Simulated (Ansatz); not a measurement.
**Cu5W single point**

The input, for Ansatz 0.2.0 (plane waves, PAW):

```yaml
crystal:
  lattice:
    - [0.0, 3.369114, 3.369114]
    - [3.369114, 0.0, 3.369114]
    - [3.369114, 3.369114, 0.0]
  atoms:
    - { symbol: W, position: [0.0, 0.0, 0.0] }
    - { symbol: Cu, position: [0.25, 0.25, 0.25] }
    - { symbol: Cu, position: [0.625, 0.625, 0.625] }
    - { symbol: Cu, position: [0.125, 0.625, 0.625] }
    - { symbol: Cu, position: [0.625, 0.625, 0.125] }
    - { symbol: Cu, position: [0.625, 0.125, 0.625] }
  symmetry: { tolerance: 0.0003 }
kpoints:
  mp_grid: { grid: [9, 9, 9], shift: [0, 0, 0] }
  band_path:
    path:
      - [0.0, 0.0, 0.0]
      - [-0.5, -0.5, 0.0]
      - [-0.375, -0.375, 0.25]
      - [-0.375, 0.0, 0.375]
      - [0.0, 0.0, 0.0]
      - [0.0, 0.0, 0.5]
      - [-0.5, -0.25, 0.25]
      - [-0.5, -0.5, 0.0]
    npoints: 8
magnetization:
  spin_polarized: false
scf:
  occupations: { method: fermi_dirac, width: 0.0202 }
  lower_state_search: "off"
  max_iter: 200
hamiltonian:
  pseudopotentials: { kind: paw }
  xc: pbesol
basis:
  ecutwfc: 420
  fft_grid_basis: typed
output:
  forces: true
  stress: true
  eigenvalues: true
  bader: true
  populations: true
  elf: true
  write_potential: true
  volumetric_format: npy
  dos:
    e_range: [-12, 8]
    de: 0.05
    projected: { site_lists: { Cu: [Cu], W: [W] } }
checkpoint:
  read: saved_state
```

The run starts from an earlier solution of this cell. 

Output (shortened):

```
Pseudopotentials: kind: paw
Pseudopotential: W, paw, valence charge 14, recommended cutoff 420 eV (normal), W.paw.azcp
Pseudopotential: Cu, paw, valence charge 19, recommended cutoff 420 eV (normal), Cu.paw.azcp
Functional definition: PBEsol
  exchange = pbesol_x
  correlation = pbesol_c
Crystal: 6 atoms, lattice volume = 76.485 Å³
Basis set: ecut = 420 eV, 1459 PW (Γ), exchange–correlation on 64×64×64 points (8 copies of the dense FFT grid, shifted against one another)
Bands: 66, of which v1, the nominal top of the filled ones, is band 55 counted from 1 (54 counted from 0)
Symmetry: 24 space group operations
Space group: F-43m (ITA 216), of the structure as read, at distance tolerance 1.3e-3 Å
k-points: 35 of 729 (time reversal used)
Initial density: read from a saved state, or passed on in memory by an earlier SCF of this step, an earlier step, the calling program or the single point that the run made first
Functional: x = pbesol(κ = 0.804, μ = 0.1235), c = pbesol(β = 0.046)
SCF iter   1: F=—  Δρ=4.32e-3  dr2=9.64e-3
SCF iter   2: F=—  Δρ=1.09e-3  dr2=7.57e-4
SCF iter   3: F=—  Δρ=7.04e-4  dr2=3.46e-4
SCF iter   4: F=—  Δρ=1.61e-4  dr2=1.30e-5
SCF iter   5: F=—  Δρ=1.19e-4  dr2=6.38e-6
SCF iter   6: F=—  Δρ=2.18e-5  dr2=3.04e-7
SCF iter   7: F=-43198.0814 eV  Δρ=5.14e-6  dr2=2.26e-8
Free energy (F): -43198.0814 eV
Harris-Foulkes:  -43198.0814 eV  (|F-HF|=1.73e-8)
Internal energy: -43198.0723 eV  (E = F + TS)
E sigma→0 (E₀):  -43198.0768 eV
Entropy (-TS):   -0.0092 eV (-1.532 meV/atom)
Fermi energy:    17.6850 eV
--- Per-component energies (eV) ---
  E_band       = -1899.4454
  E_kinetic    = 1943.1812
  E_local      = -22177.3820  (includes V_loc(G=0)·N_el)
  E_nonlocal   = 1946.8597
  E_hartree    = 9775.0325
  E_xc         = -709.6531
  E_vxc        = -814.7678  (∫ρ·V_xc dr)
  E_paw        = -16553.1318  (= ΣΔE_a)
  E_vpaw       = -2347.4050  (= ΣTr[D̂ρ^β])
  E_aug_tail   = 0.0011  (compensation charges beyond the density's cutoff)
  E_ewald      = -17424.2326
  E_core_change = 1.2528  (= ΣΔE_core)
  E_smearing   = -0.0092  (= −TS)
--- Forces (eV/Å), atoms counted from 1 ---
  atom   1  W      0.0000     0.0000     0.0000
  atom   2  Cu     0.0000     0.0000     0.0000
  atom   3  Cu     0.0130     0.0130     0.0130
  atom   4  Cu     0.0130    -0.0130    -0.0130
  atom   5  Cu    -0.0130    -0.0130     0.0130
  atom   6  Cu    -0.0130     0.0130    -0.0130
--- Stress (GPa, compression-positive) ---
       -8.7288       0.0000       0.0000
        0.0000      -8.7288       0.0000
        0.0000       0.0000      -8.7288
  P = ⅓ Tr σ = -8.7288 GPa (-87.288 kbar)
--- Löwdin populations: 6 sites ---
  site symbol       q [e]
     0      W     14.3057
     1     Cu     18.6573
     2     Cu     18.7360
     3     Cu     18.7360
     4     Cu     18.7360
     5     Cu     18.7360
  spilling = 0.0100 (of n_electrons = 109.0000)
--- Bader charges: 6 sites ---
  site symbol  charge [e]  shift [e]
     0      W      0.5573     0.0001
     1     Cu      0.0469     0.0000
     2     Cu     -0.1510     0.0000
     3     Cu     -0.1510     0.0000
     4     Cu     -0.1511     0.0000
     5     Cu     -0.1511     0.0000
```

Absolute energies hang on the potentials; compare differences alone.

Origin: a known structure type with other elements, at an estimated volume, so it need not be a known compound. Caveats: many states at the Fermi level without spin polarisation, so a magnetic state may lie lower.
